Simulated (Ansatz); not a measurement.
Input, command and steps of an Ansatz relaxation.

```yaml
crystal:
  lattice:
    - [3.109453401, 0.0, 0.0]
    - [-1.5547267005, 2.6928656371, 0.0]
    - [0.0, 0.0, 6.0628418814]
  atoms:
    - { symbol: Mo, position: [0.0, 0.0, 0.5] }
    - { symbol: S, position: [0.3333333333, 0.6666666667, 0.2410625331] }
    - { symbol: S, position: [0.6666666667, 0.3333333333, 0.7589374669] }
basis:
  ecutwfc: 420
kpoints:
  mp_grid: { grid: [18, 18, 8] }
hamiltonian:
  xc: pbesol
scf:
  occupations: { method: gaussian, width: 0.1 }
output:
  forces: true
  stress: true
  eigenvalues: true
relax:
  adjacent_minimum: "off"
  f_tol: 0.01
  max_steps: 30
  cell: { stress_tol: 0.1, fix: [volume] }
```

```bash
ansatz run input.yaml --threads 1 --pin off --max-ram 2560MiB --backend cpu --events-out ev --progress --plain --runs-dir out
```

Computed with DFT PBEsol, scalar-relativistic, plane waves, PAW in Ansatz.

The volume is held at 0.97 times that of the relaxed cell.

Of 5 frames 4 are shown, positions in Å and forces in eV/Å; the SCF threshold varies from step to step. Steps run on the plane waves of an earlier cell, with a Pulay correction in the pressure. The basis is chosen afresh for the last frame, the zero of the energies, and at times for earlier ones too; energy and pressure step there, also at an unchanged geometry.

```xyz
3
Lattice="3.1095 0.0000 0.0000 -1.5547 2.6929 0.0000 0.0000 0.0000 6.0628" Properties=species:S:1:pos:R:3:forces:R:3 pbc="T T T" step=1 free_energy_over_end_meV_per_atom=6.72 pressure_GPa=4.97
Mo    0.0000    0.0000    3.0314    0.0000    0.0000    0.0000
S     0.0000    1.7952    1.4615    0.0000    0.0000   -0.5161
S     1.5547    0.8976    4.6013    0.0000    0.0000    0.5161
3
Lattice="3.1329 0.0000 0.0000 -1.5664 2.7131 0.0000 0.0000 0.0000 5.9726" Properties=species:S:1:pos:R:3:forces:R:3 pbc="T T T" step=2 free_energy_over_end_meV_per_atom=0.47 pressure_GPa=0.45
Mo    0.0000    0.0000    2.9863    0.0000    0.0000    0.0000
S     0.0000    1.8088    1.3932    0.0000    0.0000    0.1163
S     1.5664    0.9044    4.5794    0.0000    0.0000   -0.1163
3
Lattice="3.1392 0.0000 0.0000 -1.5696 2.7186 0.0000 0.0000 0.0000 5.9484" Properties=species:S:1:pos:R:3:forces:R:3 pbc="T T T" step=3 free_energy_over_end_meV_per_atom=0.06 pressure_GPa=0.85
Mo    0.0000    0.0000    2.9742    0.0000    0.0000    0.0000
S     0.0000    1.8124    1.3905    0.0000    0.0000    0.0196
S     1.5696    0.9062    4.5579    0.0000    0.0000   -0.0196
3
Lattice="3.1444 0.0000 0.0000 -1.5722 2.7231 0.0000 0.0000 0.0000 5.9288" Properties=species:S:1:pos:R:3:forces:R:3 pbc="T T T" step=5 free_energy_over_end_meV_per_atom=0.00 pressure_GPa=0.83
Mo    0.0000    0.0000    2.9644    0.0000    0.0000    0.0000
S     0.0000    1.8154    1.3850    0.0000    0.0000   -0.0017
S     1.5722    0.9077    4.5438    0.0000    0.0000    0.0017
```

The run took 63 s on 1 thread of Intel(R) Xeon(R) Platinum 8259CL CPU @ 2.50GHz (Skylake/Cascade Lake), with other jobs on the host, peak memory 0.55 GiB.

The cell holds layers, and where no dispersion correction was added their binding is poorly described.